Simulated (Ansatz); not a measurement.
Relaxed-ion elastic tensor of Si$_{3}$N$_{4}$ in space group I-43d (No. 220; N on 16c, Si on 12b) in GPa (Voigt order), LDA (plane waves, PAW; program Ansatz); density 3.53 g/cm³, 9.42 Å³ per atom.

```csv
,1,2,3,4,5,6
1,388,214,214,0.0,0.0,0.0
2,214,388,214,0.0,0.0,0.0
3,214,214,388,0.0,0.0,0.0
4,0.0,0.0,0.0,217,0.0,0.0
5,0.0,0.0,0.0,0.0,217,0.0
6,0.0,0.0,0.0,0.0,0.0,217
```

Problem. Is the crystal mechanically stable?

Solution. Yes: the smallest eigenvalue of C is 175 GPa.

Problem. Work out the Voigt, Reuss and Hill averages.

Solution. K_V = 272, K_R = 272, K_H = 272; G_V = 165, G_R = 136, G_H = 151 GPa.

Problem. Give Young's modulus, Poisson's ratio, Pugh's ratio and the universal anisotropy index.

Solution. E = 9KG/(3K + G) = 382 GPa; ν = 0.27; K/G = 1.80 (near the Pugh limit of 1.75, no verdict); A_U = 5G_V/G_R + K_V/K_R − 6 = 1.07.

Problem. Estimate the sound speeds and the Debye temperature.

Solution. v_l = √((K + 4G/3)/ρ) = 11600 m/s, v_t = √(G/ρ) = 6530 m/s, mean 7260 m/s; Θ = (h/k)(3n/4πV)^(1/3) v_m = 1020 K.

Problem. Give the Zener ratio and Young's modulus along [100], [110] and [111].

Solution. A = 2C44/(C11 − C12) = 2.49; 1/E = S11 − 2(S11 − S12 − S44/2)Γ with Γ = 0, 1/4, 1/3 gives 237, 398, 515 GPa.

The workflow started from an entry of the Crystallography Open Database (COD), which files this formula under 4 space groups. It is not the phase usual at ambient conditions (space group No. 176). Symmetry was held in the LDA relaxation; whether a distortion lowers the energy is not shown.

Potentials: the later of the program's two PAW sets.
